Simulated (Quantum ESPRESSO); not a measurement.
# Band energies of YCu

```
CELL_PARAMETERS angstrom
      3.45812     0.00000     0.00000
      0.00000     3.45812     0.00000
      0.00000     0.00000     3.45812
ATOMIC_POSITIONS crystal
  Cu 0.50000 0.50000 0.50000
  Y  0.00000 0.00000 0.00000
```

norm-conserving PBEsol (Quantum ESPRESSO, 92 Ry, without SOC); path ΓXMΓRX,MR; energies in eV from the Fermi level.

```csv
k (1/Å),point,band 11,band 12,band 13,band 14,band 15,band 16,band 17,band 18
0.00,Γ,-3.59,-2.84,-2.84,-2.84,0.48,0.48,4.78,4.78
0.34,,-3.43,-2.86,-2.86,-2.82,0.37,0.44,3.24,3.24
0.79,,-3.13,-2.89,-2.89,-2.76,-1.75,0.34,1.81,1.81
0.91,X,-3.12,-2.89,-2.89,-2.76,-2.07,0.34,1.75,1.75
1.14,,-3.15,-2.93,-2.82,-2.49,-2.11,0.58,1.60,1.96
1.59,,-3.09,-3.08,-2.65,-2.14,-0.42,0.80,1.39,3.11
1.82,M,-3.13,-3.13,-2.55,-2.05,0.58,0.58,0.91,3.41
1.92,,-3.12,-3.11,-2.56,-2.08,0.24,0.59,1.19,3.35
2.35,,-3.02,-2.95,-2.89,-2.83,-0.30,0.63,1.56,2.77
2.78,,-3.45,-2.88,-2.86,-2.81,0.46,0.52,2.95,3.53
3.10,Γ,-3.59,-2.84,-2.84,-2.84,0.48,0.48,4.78,4.78
3.50,,-3.41,-2.89,-2.89,-2.81,0.54,0.54,2.53,3.54
3.79,,-3.15,-2.99,-2.99,-2.95,0.57,0.57,1.70,2.51
4.18,,-3.09,-2.89,-2.85,-2.85,-0.59,-0.59,3.03,3.42
4.48,,-3.09,-2.63,-2.63,-1.98,-1.46,-1.46,2.14,5.07
4.68,R,-3.08,-2.53,-2.53,-1.70,-1.70,-1.70,1.51,6.23
4.86,,-3.08,-2.65,-2.59,-1.90,-1.54,-1.47,2.07,4.94
5.23,,-3.06,-3.00,-2.93,-2.19,-1.08,-0.35,2.60,3.17
5.50,,-3.13,-3.00,-2.92,-2.17,-1.76,0.68,1.29,3.05
5.87,,-3.16,-2.90,-2.81,-2.77,-2.07,0.38,1.70,1.81
5.96,X,-3.12,-2.89,-2.89,-2.76,-2.07,0.34,1.75,1.75
5.96,M,-3.13,-3.13,-2.55,-2.05,0.58,0.58,0.91,3.41
6.06,,-3.13,-3.13,-2.54,-2.04,0.46,0.46,0.98,3.54
6.46,,-3.12,-3.12,-2.54,-1.96,-0.96,-0.96,2.74,3.69
6.87,R,-3.08,-2.53,-2.53,-1.70,-1.70,-1.70,1.51,6.23
```

A metal at this level: along this path bands 15, 16 cross the Fermi level.

Geometry of the Materials Project entry, not relaxed at this level.

The structure is a Materials Project entry; no match was found in the copy of COD used, and its stability was not checked.
